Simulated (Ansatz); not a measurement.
ZnCd2Se2S (R3m) at 2 levels of theory

One geometry, relaxed with PBE; plane waves with PAW potentials in Ansatz, scalar-relativistic. No spin polarisation. Gaps are the least over mesh and band path; pressure is positive in compression, and isn't given for hybrids.

Space group R3m:H (No. 160). a = 4.201 Å, b = 4.201 Å, c = 31.093 Å, α = 90.00°, β = 90.00°, γ = 120.00°
```
atom  site  symmetry       x       y       z
  Zn    3a        3m  0.6667  0.3333  0.0689
  Cd    3a        3m  0.0000  0.0000  0.1819
  Cd    3a        3m  0.6667  0.3333  0.2916
  Se    3a        3m  0.6667  0.3333  0.1487
  Se    3a        3m  0.0000  0.0000  0.0445
   S    3a        3m  0.0000  0.0000  0.2641
```

| level | cutoff (eV) | k mesh | gap (eV) | pressure (GPa) |
| --- | --- | --- | --- | --- |
| PBE | 420 | 6×6×6 | 0.67 | 0.0 |

Question: What comes out on the same cell with HSE06?

Answer:
```
level  cutoff (eV)  k mesh  gap (eV)  pressure (GPa)
HSE06          420   6×6×6      1.65               -
```

It was reached by relaxing an invented guess, and it needn't be the stable form of this composition.
